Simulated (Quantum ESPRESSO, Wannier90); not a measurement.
Wannier functions of CsBr (rock salt)

```xyz
2
Lattice="0.0000 3.6610 3.6610 3.6610 0.0000 3.6610 3.6610 3.6610 0.0000" Properties=species:S:1:pos:R:3 pbc="T T T"
Cs     0.0000     0.0000     0.0000
Br     3.6610     3.6610     3.6610
```

Cell from Materials Project (mp-571222), symmetrised, no further relaxation. Not found in the COD (Crystallography Open Database) copy used, which has the formula in other groups; not checked further. Level: PBEsol, no spin polarisation, no spin-orbit coupling; pw.x of Quantum ESPRESSO at 40 Ry with PseudoDojo potentials, 8×8×8 k-points, Wannier90. Density: 8×8×8 mesh, cold smearing 0.01 Ry. Spin-orbit coupling is left out although heavy elements are present.

Bands 2,6-8 form an isolated set from -12.08 to 0.00 eV relative to the valence-band maximum (on the path) and are turned into 4 Wannier functions by minimising the spread from the start: sp3 on Br. Bands 3–5 (Cs 5p 98 %) lie between the kept ones and are excluded.

Q: Where do the functions sit, how wide are they and what are they made of?

A: 
| functions | spread (Å²) | nearest atom, distance (Å) | second atom, distance (Å) | weight on atomic waves |
|---|---|---|---|---|
| 4 | 1.66 | Br 0.47 | Cs 3.41 | Br 4p 71 %, Br 4s 24 % |

Ω_I = 5.76 Å², Ω_total = 6.63 Å²; the interpolated bands follow pw.x to 0.0 meV rms on the path. It is the lowest total spread that any start reached here.
